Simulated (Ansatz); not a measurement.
A geometry of ZrO2 away from equilibrium: the start of the relaxation of a generated cell, ZrO2 built in the CdI2 structure type. These are r2SCAN (plane waves to 500 eV, PAW, scalar-relativistic; Ansatz, a program for electronic structure) values and carry that method's errors. Γ-centred k-mesh 9×9×5 on the run's cell (coarser than for final values), Fermi–Dirac smearing 0.05 eV.

```xyz
3
Lattice="2.9984 0.0000 0.0000 -1.4992 2.5967 0.0000 0.0000 0.0000 4.8370" Properties=species:S:1:pos:R:3:forces:R:3 pbc="T T T" free_energy=-5336.038 pressure_GPa=12.9
Zr     0.0000     0.0000     0.0000    0.0000    0.0000    0.0000
O      0.0000     1.7311     1.2189    0.0000    0.0000   -2.8526
O      1.4992     0.8656     3.6181    0.0000    0.0000    2.8526
```

Positions in Å, forces in eV/Å, free energy of the cell in eV (comparable only within this code, potentials and settings). Largest force: 2.85 eV/Å, on O2, O3 (atoms numbered as listed); the geometry lies 0.45 eV/atom above the end of its relaxation.

No spin polarisation in the result. Without a van der Waals term the distances between weakly bound units are poorly fixed.

The run could not lower the symmetry of its start; a shaken copy of this end point relaxes with r2SCAN to Fm-3m (No. 225), 0.230 eV/atom lower.

The end of the path is a generated cell of ZrO2: the first start was made by placing the elements on the sites of a structure type, and the end was not matched to a known phase here, so it may be hypothetical. Known forms of ZrO2 include space group No. 14, 137, 225.
